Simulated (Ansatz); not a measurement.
LiTaO$_{3}$:
```yaml
crystal:
  lattice:
    - [3.89424, 0.00000, 0.00000]
    - [0.00000, 3.89424, 0.00000]
    - [0.00000, 0.00000, 3.95837]
  atoms:
    - { symbol: Ta, position: [0.50000, 0.50000, 0.40518] }
    - { symbol: Li, position: [0.00000, 0.00000, 0.15896] }
    - { symbol: O, position: [0.50000, 0.50000, 0.86672] }
    - { symbol: O, position: [0.50000, 0.00000, 0.33757] }
    - { symbol: O, position: [0.00000, 0.50000, 0.33757] }
```

Cartesian axes are those of the cell as given.

Problem. Give the proper piezoelectric stress tensor with relaxed ions from LDA in the plane-wave PAW code Ansatz.

Solution. In C/m², rows x, y, z, Voigt columns; mesh uncertainty up to 0.01.
```
 0.00   0.00   0.00   0.00   1.15   0.00
 0.00   0.00   0.00   1.15   0.00   0.00
-0.15  -0.15   3.46   0.00   0.00   0.00
```

The elastic tensor of the same run (GPa):

|  | 1 | 2 | 3 | 4 | 5 | 6 |
|---|---|---|---|---|---|---|
| 1 | 371 | 44.0 | 110 | 0.0 | 0.0 | 0.0 |
| 2 | 44.0 | 371 | 110 | 0.0 | 0.0 | 0.0 |
| 3 | 110 | 110 | 295 | 0.0 | 0.0 | 0.0 |
| 4 | 0.0 | 0.0 | 0.0 | 48.5 | 0.0 | 0.0 |
| 5 | 0.0 | 0.0 | 0.0 | 0.0 | 48.5 | 0.0 |
| 6 | 0.0 | 0.0 | 0.0 | 0.0 | 0.0 | 102 |

Problem. Convert to strain constants d = e·S.

Solution. In pC/N:
```
 0.0   0.0   0.0   0.0  23.6   0.0
 0.0   0.0   0.0  23.6   0.0   0.0
-4.3  -4.3  14.9   0.0   0.0   0.0
```

Space group P4mm. The start of the workflow was typed in or built on a structure type; neither database checked (COD, Materials Project) lists it. It is not the phase usual at ambient conditions (space group No. 161). The cell was relaxed with LDA under the symmetry of its start. At this level the phase is dynamically unstable (imaginary phonons). No spin polarisation was allowed. Scalar-relativistic: spin–orbit coupling is off unless named, which matters more the heavier the elements.

Potentials: the earlier of the program's two PAW sets.
